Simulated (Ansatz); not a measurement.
# Settings and field gradients in SiO2 with boron replacing Si

Cell: a supercell of SiO2 (quartz type, P3_221) built from a refined structure from the COD, with all atoms left at the host's positions.

```xyz
36
Lattice="-7.3745 4.2577 5.4084 7.3745 -4.2577 5.4084 2.4582 4.2577 -5.4084" Properties=species:S:1:pos:R:3 pbc="T T T"
B     2.3094    0.0000    3.6056
Si   -5.0652    4.2577    3.6056
Si   -0.1488    4.2577    3.6056
Si   -0.1488    4.2577   -1.8028
Si   -1.1547    2.0000    1.8028
Si   -1.1547    2.0000    7.2112
Si   -3.6129    6.2577    1.8028
Si    3.7617    2.0000    1.8028
Si    1.3035    2.2577    0.0000
Si    1.3035    2.2577    5.4084
Si   -3.6129    2.2577    5.4084
Si    3.7617   -2.0000    5.4084
O     1.3754    1.1393    4.2487
O     1.3754    1.1393   -1.1597
O     6.2917    1.1393   -1.1597
O    -1.0828    5.3970   -1.1597
O     3.2420    0.6215    2.4459
O    -4.1325    4.8791    2.4459
O     0.7839    4.8791    2.4459
O     0.7839    4.8791   -2.9625
O     2.7571    2.4970    0.6431
O     2.7571    2.4970    6.0515
O    -2.1592    2.4970    6.0515
O     5.2153   -1.7607    6.0515
O     0.2990    1.7607    1.1597
O     0.2990    1.7607    6.5681
O    -2.1592    6.0184    1.1597
O     5.2153    1.7607    1.1597
O    -1.0828    3.1184    2.9625
O     6.2917   -1.1393    2.9625
O     3.8335    3.1184   -2.4459
O     3.8335    3.1184    2.9625
O     0.7839    3.6362    4.7653
O     0.7839    3.6362   -0.6431
O     3.2420   -0.6215    4.7653
O    -4.1325    3.6362    4.7653
```

Atom numbers follow the list; atoms alike are taken as one site, whose name carries the number of the first.

Reference run. The numbers come from a DFT calculation in Ansatz (PBE, plane waves and PAW, scalar-relativistic, 420 eV cutoff, Γ-centred 3×3×4 k-points, Fermi–Dirac smearing 0.01 eV, cell charge -1).

It gives V_zz (10²¹ V/m²) B 0.19 (η 0.74), O13 12.24 (η 0.21), Si8 -1.32 (η 0.70), among others. Each of these runs changes the input as listed (caps on SCF iterations aside):

A. scf.initial_density.chi_scale: not typed → 0.0; scf.algorithm: not typed → density_mixing
B. basis.ecutrho_ratio: not typed → 9

(1) Which of these changes matter for the gradients?

## Answers

(1) 

```tsv
run	B V_zz (η)	O13 V_zz (η)	Si8 V_zz (η)	largest change of a gradient tensor, all atoms	note
A	0.19 (0.74)	12.24 (0.21)	-1.32 (0.70)	0.00	converged
B	0.19 (0.76)	12.25 (0.21)	-1.32 (0.70)	0.01	converged
```

None of them moves a gradient tensor by more than 0.01.

On the reference run: The defect repeats with the cell of 36 atoms, so it feels its images: sites between two images don't show the values beside a lone defect, and zeros or small values of η there can come from the images' arrangement. O and Si carry a gradient in the pure host already, so the values there aren't the defect's effect alone. A uniform background compensates the cell's charge. The neighbours have not yet relaxed around the defect (largest force 2.9 eV/Å), so a real crystal will differ.
